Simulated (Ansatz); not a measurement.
# Ansatz run, Lu$_{2}$TeN$_{2}$

Input file of Ansatz 0.2.0:

```yaml
crystal:
  lattice:
    - [0.0, 4.004063, 0.0]
    - [4.004063, 0.0, 0.0]
    - [2.002032, 2.002032, -6.36421]
  atoms:
    - { symbol: Lu, position: [0.344, 0.344, 0.312] }
    - { symbol: Lu, position: [0.656, 0.656, 0.688] }
    - { symbol: Te, position: [0.0, 0.0, 0.0] }
    - { symbol: "N", position: [0.25, 0.75, 0.5] }
    - { symbol: "N", position: [0.75, 0.25, 0.5] }
  symmetry: { tolerance: 0.0003 }
kpoints:
  mp_grid: { grid: [9, 9, 9], shift: [0, 0, 0] }
  band_path:
    path:
      - [0.0, 0.0, 0.0]
      - [0.5, 0.5, 0.5]
      - [0.5, 0.5, 0.25]
      - [0.0, 0.5, 0.0]
      - [0.0, 0.0, 0.0]
      - [0.0, 0.0, -0.5]
      - [0.0, 0.45052078, -0.27473961]
      - [0.0, 0.54947922, 0.27473961]
      - [0.0, 0.0, 0.0]
      - [0.5, 0.5, 0.5]
      - [0.45052078, 0.54947922, 0.5]
    npoints: 6
magnetization:
  spin_polarized: false
scf:
  occupations: { method: gaussian, width: 0.0429 }
  lower_state_search: "off"
  max_iter: 200
hamiltonian:
  pseudopotentials: { kind: paw }
  xc: pbe
basis:
  ecutwfc: 420
  fft_grid_basis: typed
output:
  forces: true
  stress: true
  eigenvalues: true
  bader: true
  populations: true
  elf: true
  write_potential: true
  volumetric_format: npy
  dos:
    e_range: [-12, 8]
    de: 0.05
    projected: { site_lists: { Lu: [Lu], "N": ["N"], Te: [Te] } }
checkpoint:
  read: saved_state
```

The run starts from an earlier solution of this cell. 

Output (shortened):

```
Lu: projections on atomic orbitals take those of the free atom [Kr 4d10] 4f14 5s2 5p6 5d1 6s2, of charge +0.00 (hamiltonian.pseudopotentials.projection_atoms); the dataset's partial waves leave at most 5.1e-5 of an orbital's norm unspanned inside its sphere
Pseudopotentials: kind: paw
Pseudopotential: Lu, paw, valence charge 25, recommended cutoff 420 eV (normal), Lu.paw.azcp
Pseudopotential: Te, paw, valence charge 16, recommended cutoff 420 eV (normal), Te.paw.azcp
Pseudopotential: N, paw, valence charge 5, recommended cutoff 420 eV (normal), N.paw.azcp
Functional definition: PBE
  exchange = pbe_x(kappa = kappa, mu = beta*pi^2/3)
  correlation = pbe_c(beta = beta)
Crystal: 5 atoms, lattice volume = 102.034 Å³
Basis set: ecut = 420 eV, 1977 PW (Γ), exchange–correlation on 54×54×96 points (8 copies of the dense FFT grid, shifted against one another)
Bands: 46, of which v1, the nominal top of the filled ones, is band 38 counted from 1 (37 counted from 0)
Symmetry: 16 space group operations
Space group: I4/mmm (ITA 139), of the structure as read, at distance tolerance 1.4e-3 Å
k-points: 75 of 729
Initial density: read from a saved state, or passed on in memory by an earlier SCF of this step, an earlier step, the calling program or the single point that the run made first
Functional: x = pbe(κ = 0.804, μ = 0.2195), c = pbe(β = 0.0667)
SCF iter   1: F=—  Δρ=5.08e-3  dr2=1.09e-1
SCF iter   2: F=—  Δρ=2.45e-3  dr2=2.95e-2
SCF iter   3: F=—  Δρ=1.14e-3  dr2=1.91e-3
SCF iter   4: F=—  Δρ=5.61e-4  dr2=1.09e-3
SCF iter   5: F=—  Δρ=4.45e-4  dr2=6.96e-4
SCF iter   6: F=—  Δρ=1.41e-4  dr2=5.61e-5  defer=1
SCF iter   7: F=—  Δρ=8.87e-5  dr2=7.91e-6  defer=1
SCF iter   8: F=—  Δρ=1.59e-5  dr2=4.50e-7  defer=1
SCF iter   9: F=—  Δρ=1.16e-5  dr2=1.36e-7
SCF iter  10: F=-37216.9686 eV  Δρ=4.97e-6  dr2=3.99e-8
Free energy (F): -37216.9686 eV
Harris-Foulkes:  -37216.9686 eV  (|F-HF|=3.37e-8)
Internal energy: -37216.9659 eV  (E = F + TS)
E sigma→0 (E₀):  -37216.9672 eV
Entropy (-TS):   -0.0027 eV (-0.535 meV/atom)
Fermi energy:    10.8794 eV
--- Forces (eV/Å), atoms counted from 1 ---
  atom   1  Lu     0.0000     0.0000    -1.7518
  atom   2  Lu     0.0000     0.0000     1.7518
  atom   3  Te     0.0000     0.0000     0.0000
  atom   4  N      0.0000     0.0000     0.0000
  atom   5  N      0.0000     0.0000     0.0000
--- Stress (GPa, compression-positive) ---
      -11.9704       0.0000       0.0000
        0.0000     -11.9704       0.0000
        0.0000       0.0000      -4.1706
  P = ⅓ Tr σ = -9.3705 GPa (-93.705 kbar)
--- Bader charges: 5 sites ---
  site symbol  charge [e]  shift [e]
     0     Lu      1.9052     0.0006
     1     Lu      1.9052     0.0006
     2     Te     -1.0601     0.0000
     3      N     -1.3752     0.0006
     4      N     -1.3751     0.0006
```

Total energies depend on the potentials used, so only differences within one code and one set of settings carry meaning.

Origin: a known structure type with other elements, at an estimated volume, so it need not be a known compound. Caveats: many states at the Fermi level without spin polarisation, so a magnetic state may lie lower; atoms or cell far from equilibrium.
